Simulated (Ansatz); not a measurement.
LiNbO3 in space group R3c (No. 161; Li on 6a, Nb on 6a, O on 18b), r²SCAN in the plane-wave PAW code Ansatz, all energies at zero smearing, with the estimated change up to a 700 eV cutoff added, with one set of potentials and settings (totals compare only within such a set). Cell of 10 atoms (2 Li, 2 Nb, 6 O): -12961.426 eV.

| element | reference phase | E (eV/atom) |
|---|---|---|
| Li | Fm-3m, 1 atoms in the cell | -205.1371 |
| Nb | Im-3m, 1 atoms in the cell | -4563.6321 |
| O | C2/m, 4 atoms in the cell, spin-polarised | -566.0281 |

Formation energy per atom, worked out: (-12961.426 − 2×(-205.1371) − 2×(-4563.6321) − 6×(-566.0281))/10 = -2.772 eV/atom (-267 kJ per mol of atoms), at 0 K, without zero-point energy or fitted corrections.

The cell was relaxed with r²SCAN under the symmetry of its start. The run is not spin-polarised. The references are the lowest solids computed at this level, not always the standard phases (solids in place of the gases).

Potentials: the later of the program's two PAW sets.
